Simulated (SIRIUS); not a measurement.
Worked example: self-consistent single point of Sn4TeSe3 (Pm, 8 atoms in the cell; from Materials Project mp-1219000, changed as shown) in SIRIUS.

Method: PBEsol, GBRV PBEsol ultrasoft pseudopotentials (plane waves; SIRIUS).

The change in words: lattice vector b scaled by 0.99. Reference geometry (Pm):
```
CELL_PARAMETERS angstrom
      4.73589     0.00000     0.00000
      0.00000     4.27823     0.00000
     -0.10062     0.00000    12.02305
ATOMIC_POSITIONS crystal
  Sn 0.58740 0.50000 0.37940
  Sn 0.88560 0.50000 0.87720
  Sn 0.38340 0.00000 0.62340
  Sn 0.12240 0.00000 0.11270
  Te 0.01950 0.00000 0.35690
  Se 0.50540 0.50000 0.14830
  Se 0.99750 0.50000 0.65060
  Se 0.49890 0.00000 0.85150
```

Reference input (self-consistent single point, DFT, PBEsol, plane waves, GBRV PBEsol ultrasoft pseudopotentials): parameters.ngridk = 3 3 1; parameters.xc_functionals = [XC_GGA_X_PBE_SOL, XC_GGA_C_PBE_SOL]; parameters.gk_cutoff = 6.325 1/bohr; parameters.pw_cutoff = 14.143 1/bohr; parameters.smearing = fermi_dirac; parameters.smearing_width = 0.00183747 Ha; potentials = GBRV PBEsol ultrasoft pseudopotentials; parameters.electronic_structure_method = pseudopotential; parameters.num_bands = 48; parameters.num_mag_dims = 0; parameters.num_dft_iter = 100; parameters.energy_tol = 1e-07 Ha. This run's input differs from it in these lines:

```diff
@@ -33,3 +33,3 @@
       [1.0000000309, 0.0, 0.0],
-      [0.0, 0.9033638744, 0.0],
+      [0.0, 0.894330299, 0.0],
       [-0.0212467024, 0.0, 2.5387106646]
```

The program printed (abridged):

```
[find] density tolerance         : 1e-06
[find] total energy tolerance    : 1e-07
[find] iter_solver_tol (initial) : 0.01
[find] iter_solver_tol (target)  : 1e-13
[find] num_dft_iter              : 100
Charges and magnetic moments
--------------------------------------------------------------------------------
total charge          : 80.000000
[find] | SCF iteration   0 out of 100|
[diagonalize] iterative solver tolerance (occupied, empty): 0.01 0.01
[diagonalize] average number of iterations: 2.25
[find] Charges and magnetic moments
[find] total charge          : 80.000000
[find] Energy
   [... lines left out ...]

[find] Charges and magnetic moments
[find] total charge          : 80.000000
[find] Energy
[find] smearing (-TS)                 :      -0.00003812
[find] Total energy                   :    -396.07537052 (Ha),    -792.15074104 (Ry)
[find] Free energy (E-TS)             :    -396.07540864 (Ha),    -792.15081728 (Ry)
[find] band gap (eV)                  :       0.57371929
[find] Efermi                         :       0.25638398
[find] iteration : 33, RMS (target) : 6.3535e-07 (1.0000e-06) , energy difference (target) : -5.5275e-10 (1.0000e-07)
[find] bands are converged : true
[find] iterative solver converged : false
[find] converged after 34 SCF iterations!
[find] Charges and magnetic moments
[find] total charge          : 80.000000
[find] Energy
[find] smearing (-TS)                 :      -0.00003812
[find] Total energy                   :    -396.07537052 (Ha),    -792.15074104 (Ry)
[find] Free energy (E-TS)             :    -396.07540864 (Ha),    -792.15081728 (Ry)
[find] band gap (eV)                  :       0.57371929
[find] Efermi                         :       0.25638398
[ground_state] === stress tensor components [kbar] ===
[ground_state] === stress_total ===
[ground_state]    30.076109    0.000000    0.474437
[ground_state]     0.000000   14.513490    0.000000
[ground_state]     0.474437    0.000000   16.784551
[ground_state] ==== total Forces in Ha/bohr =====
   [... lines left out ...]
[ground_state] atom:    3, force:       0.0046554      0.0000000      0.0033986
[ground_state] atom:    4, force:      -0.0027245      0.0000000      0.0027017
[ground_state] atom:    5, force:      -0.0038252      0.0000000     -0.0017919
[ground_state] atom:    6, force:       0.0044429      0.0000000      0.0009326
[ground_state] atom:    7, force:       0.0059455      0.0000000      0.0002308
```

The run converged in 34 iterations. SIRIUS prints the stress tensor with tension positive. Against the reference run the free energy goes down by 3.4 meV/atom, the pressure goes from -2.47 to -2.05 GPa and the largest force goes from 0.418 to 0.376 eV/Å.

Spin-orbit coupling is left out, which matters for bands and gaps with elements this heavy. The structure comes from a collection of computed structures, made at another level of theory; the collection holds predicted forms beside known ones. Its lattice was then scaled.

Cost on one core: very roughly 110 core-seconds.

The gap that the log prints is read on the run's mesh, which can miss the band edges or a crossing.
